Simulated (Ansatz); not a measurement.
LiF:
```yaml
crystal:
  lattice:
    - [3.29582, 0.00000, 0.00000]
    - [-1.64791, 2.85427, 0.00000]
    - [0.00000, 0.00000, 4.01413]
  atoms:
    - { symbol: Li, position: [0.33333, 0.66667, 0.75000] }
    - { symbol: F, position: [0.66667, 0.33333, 0.75000] }
    - { symbol: F, position: [0.33333, 0.66667, 0.25000] }
    - { symbol: Li, position: [0.66667, 0.33333, 0.25000] }
```

Tensor components refer to the Cartesian frame of this cell.

Problem. Give the high-frequency dielectric tensor and the Born effective charge tensors of the independent atoms from DFPT, DFT-PBEsol in the program Ansatz with PAW potentials.

Solution. 
ε∞:
```
1.93  0.00  0.00
0.00  1.93  0.00
0.00  0.00  1.95
```
Z* of atom 1 (Li), rows: field, columns: displacement, in e:
```
0.97  0.00  0.00
0.00  0.97  0.00
0.00  0.00  1.06
```
Z* of atom 2 (F), rows: field, columns: displacement, in e:
```
-0.97   0.00   0.00
 0.00  -0.97   0.00
 0.00   0.00  -1.06
```

Space group P6_3/mmc. The start of the workflow was typed in or built on a structure type; neither database checked (COD, Materials Project) lists it. It is not the phase usual at ambient conditions (space group No. 225). The PBEsol relaxation kept the symmetry of its start; its stability against distortions is not shown here.

Potentials: the earlier of the program's two PAW sets. The files were generated under PBE; for other functionals the program regenerates the frozen cores, and for LDA and PBEsol the local potential too.
